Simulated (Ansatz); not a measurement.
## Zn3CdTe4 (P-43m) at 2 levels of theory

One geometry, relaxed with PBE; plane waves with PAW potentials in Ansatz, scalar-relativistic. No spin polarisation. Gaps are the least over mesh and band path; pressure is positive in compression.

Space group P-43m (No. 215). a = 6.288 Å, b = 6.288 Å, c = 6.288 Å, α = 90.00°, β = 90.00°, γ = 90.00°
```json
{"atom": "Zn", "site": "3d", "symmetry": "-42.m", "x": "0.5000", "y": "0.0000", "z": "0.0000"}
{"atom": "Cd", "site": "1b", "symmetry": "-43m", "x": "0.5000", "y": "0.5000", "z": "0.5000"}
{"atom": "Te", "site": "4e", "symmetry": ".3m", "x": "0.7593", "y": "0.2407", "z": "0.7593"}
```

```json
{"level": "PBE", "cutoff (eV)": "420", "k mesh": "4×4×4", "gap (eV)": "0.89", "pressure (GPa)": "0.0"}
```

**Question.** What comes out on the same cell with LDA?

**Answer.**
```tsv
level	cutoff (eV)	k mesh	gap (eV)	pressure (GPa)
LDA	420	4×4×4	0.65	-3.9
```

Spin-orbit coupling matters for the bands of heavy elements and is left out.

It was reached by relaxing an invented guess, and it needn't be the stable form of this composition.
